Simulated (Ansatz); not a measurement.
Input:

SiC:
```cif
data_C4Si4
_chemical_formula_sum 'Si4 C4'
_space_group_name_H-M_alt 'F-43m'
_space_group_IT_number 216
_space_group_name_Hall 'F -4 2 3'
_cell_length_a 4.35691
_cell_length_b 4.35691
_cell_length_c 4.35691
_cell_angle_alpha 90.000
_cell_angle_beta 90.000
_cell_angle_gamma 90.000
loop_
_atom_site_label
_atom_site_type_symbol
_atom_site_symmetry_multiplicity
_atom_site_Wyckoff_symbol
_atom_site_fract_x
_atom_site_fract_y
_atom_site_fract_z
_atom_site_occupancy
Si1 Si 4 c 0.25000 0.25000 0.25000 1
C1 C 4 a 0.00000 0.00000 0.00000 1
```
(The calculation used a cell of 2 atoms; values per cell refer to that cell.)

This is the PBEsol-relaxed structure.

Q: All from DFT-PBEsol in the program Ansatz with PAW potentials, unless another level is named. Give the Debye temperature from the elastic constants.

A: 1150 K.

Q: Predict the elastic constants (relaxed ions, GPa).

A: C11 = 390, C12 = 138, C44 = 243.

Symmetry was held in the PBEsol relaxation.

Potentials: the earlier of the program's two PAW sets. The files were generated under PBE; for other functionals the program regenerates the frozen cores, and for LDA and PBEsol the local potential too.
